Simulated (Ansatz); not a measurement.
NbSi₂:
```
CELL_PARAMETERS angstrom
      4.79616     0.00000     0.00000
     -2.39808     4.15360     0.00000
      0.00000     0.00000     6.57790
ATOMIC_POSITIONS crystal
  Nb 0.50000 0.00000 0.00000
  Nb 0.50000 0.50000 0.33333
  Nb 0.00000 0.50000 0.66667
  Si 0.15829 0.31657 0.00000
  Si 0.84171 0.15829 0.33333
  Si 0.68343 0.84171 0.66667
  Si 0.84171 0.68343 0.00000
  Si 0.15829 0.84171 0.33333
  Si 0.31657 0.15829 0.66667
```

Relaxed with r²SCAN. Special points in fractions of this cell's reciprocal vectors: Γ (0.000, 0.000, 0.000); M (0.500, 0.000, 0.000); K (0.333, 0.333, 0.000); A (0.000, 0.000, 0.500); L (0.500, 0.000, 0.500); H (0.333, 0.333, 0.500).

Question: List the band energies nearest the Fermi level at these points for plane-wave PAW r²SCAN (Ansatz code).

Answer: In eV from the Fermi level; about four levels below and three above (degenerate sets whole), none deeper than 8.9 eV; points with the same levels are listed once.

```csv
k,below,above
Γ,-2.36 -2.36 -2.09 -2.09 -1.20,0.89 3.34 3.58
M,-1.10 -0.75 -0.14 -0.07,0.81 1.26 1.62
K,-1.91 -1.91 -1.71 -1.69 -1.69,0.32 0.32 0.44
A,-2.21 -1.82 -1.56 -1.56,1.06 1.06 2.95 2.95
L,-1.94 -1.78 -0.67 -0.33,1.51 1.93 2.46
H,-0.82 -0.82 -0.19 -0.19,0.88 2.16 2.24 2.24
```

Space group P6_222. Symmetry was held in the r²SCAN relaxation. No spin polarisation was allowed. Scalar-relativistic: spin–orbit coupling is off unless named, which matters more the heavier the elements.

Potentials: the later of the program's two PAW sets.
